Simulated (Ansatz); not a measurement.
ScPd₃N:
```xyz
5
Lattice="4.1439 0.0000 0.0000 0.0000 4.1439 0.0000 0.0000 0.0000 4.1439" Properties=species:S:1:pos:R:3 pbc="T T T"
Sc     0.0000     0.0000     0.0000
Pd     0.0000     2.0720     2.0720
Pd     2.0720     0.0000     2.0720
Pd     2.0720     2.0720     0.0000
N      2.0720     2.0720     2.0720
```

Relaxed with PBEsol. Special points in fractions of this cell's reciprocal vectors: Γ (0.000, 0.000, 0.000); X (0.000, 0.500, 0.000); M (0.500, 0.500, 0.000); R (0.500, 0.500, 0.500).

Task: List the band energies nearest the Fermi level at these points for the program Ansatz at the PBEsol with spin–orbit coupling level (PAW).

Result: In eV from the Fermi level; about four levels below and three above (degenerate sets whole), none deeper than 8.9 eV; points with the same levels are listed once.

| k | below | above |
|---|---|---|
| Γ | -1.25 -1.25 -1.25 -1.25 | 1.40 1.40 1.40 1.40 |
| X | -1.17 -1.17 -1.05 -1.05 | 0.67 0.67 0.69 0.69 |
| M | -0.34 -0.34 -0.23 -0.23 | 0.30 0.30 0.92 0.92 |
| R | -0.30 -0.30 -0.30 -0.30 -0.14 -0.14 | 0.16 0.16 0.19 0.19 0.19 0.19 |

Space group Pm-3m (anti-perovskite). The start of the workflow was typed in or built on a structure type; neither database checked (COD, Materials Project) lists it. Its standing as an ambient phase is unchecked. The PBEsol relaxation kept the symmetry of its start; phonons show weakly imaginary modes. No spin polarisation was allowed.

Potentials: the earlier of the program's two PAW sets. The files were generated under PBE; for other functionals the program regenerates the frozen cores, and for LDA and PBEsol the local potential too.
